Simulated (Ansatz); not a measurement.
**Property card for Cr**

Cr (simple cubic, space group No. 221), a = b = c = 2.317 Å, α = β = γ = 90.00°.

Space group Pm-3m (No. 221), simple cubic; conventional cell a = 2.317 Å, b = 2.317 Å, c = 2.317 Å, α = 90.00°, β = 90.00°, γ = 90.00°.

Method: r²SCAN in the plane-wave PAW code Ansatz. The cell and atoms are relaxed at this level. Other levels are named where they apply.

Cell and energy:

```
Quantity              Value
---------------  ----------
Volume per atom    12.44 Å³
Density          6.94 g/cm³
```

Electronic structure:

```
Property                                                                    Value
------------------------------------  -------------------------------------------
Electronic character                                            metallic (no gap)
Density of states at the Fermi level  1.4 states/eV per atom (mean over ±0.08 eV)
```

Magnetism:

```
Quantity                                          Result
--------------  ----------------------------------------
Magnetic order  non-magnetic (starting moments vanished)
```

Mechanics:

```
Property                                                               Result
-------------------------------------  --------------------------------------
Bulk modulus (Birch–Murnaghan fit)                                    202 GPa
Pressure derivative B′                                                    4.2
Elastic constants (relaxed ions, GPa)       C11 = 479, C12 = 67.0, C44 = -126
Mechanical stability                   unstable (C has a negative eigenvalue)
```

A made-up cell: these elements were put on the sites of a structure type; neither database checked (COD, Materials Project) lists it. It is not the phase usual at ambient conditions (space group No. 229). The cell was relaxed with r²SCAN under the symmetry of its start. The workflow began spin-polarised and lost its moments. The cell computed holds one magnetic atom, so no antiferromagnetic order was within reach. As this level gives no gap, shear constants depend on the k-mesh and smearing (Fermi–Dirac, 0.1 eV here). On the denser mesh and wider smearing of the elastic run this cell carries a stress of 0.7 GPa.

Potentials: the later of the program's two PAW sets.
